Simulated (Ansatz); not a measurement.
A geometry of Pt away from equilibrium: step 2 of the relaxation of a relaxed Pt cell displaced along its unstable phonon at q = (½, ½, 0) of its primitive reciprocal cell (47i cm⁻¹), largest move 0.15 Å. Method: r2SCAN (plane waves to 500 eV, PAW, scalar-relativistic; Ansatz, a first-principles code). Γ-centred k-mesh 12×12×12 on the run's cell (coarser than for final values), Fermi–Dirac smearing 0.05 eV. The plane waves were selected for a different cell earlier on the path.

```yaml
crystal:
  lattice:
    - [5.06542, 0.00000, 0.00000]
    - [2.53271, 2.53271, 0.00000]
    - [0.00000, 0.00000, 2.64207]
  atoms:
    - { symbol: Pt, position: [0.00000, 0.00000, 0.11494] }
    - { symbol: Pt, position: [0.50000, 0.00000, 0.88506] }
```

### Question
What forces act on the atoms (eV/Å)?

### Answer
```json
[
 {"atom": "Pt1", "Fx": "0.00", "Fy": "0.00", "Fz": "0.74"},
 {"atom": "Pt2", "Fx": "0.00", "Fy": "0.00", "Fz": "-0.74"}
]
```

The path ends in I4/mmm (No. 139) (AFLOW prototype A_tI2_139_a (A_a)). No spin polarisation in the result.

The run could not lose the symmetry of its start: the end is stationary, and may be a saddle point rather than a minimum.

The end of the path is a generated cell of Pt: the first start was made by placing the elements on the sites of a structure type, and the end was not matched to a known phase here, so it may be hypothetical. Known forms of Pt include space group No. 225.
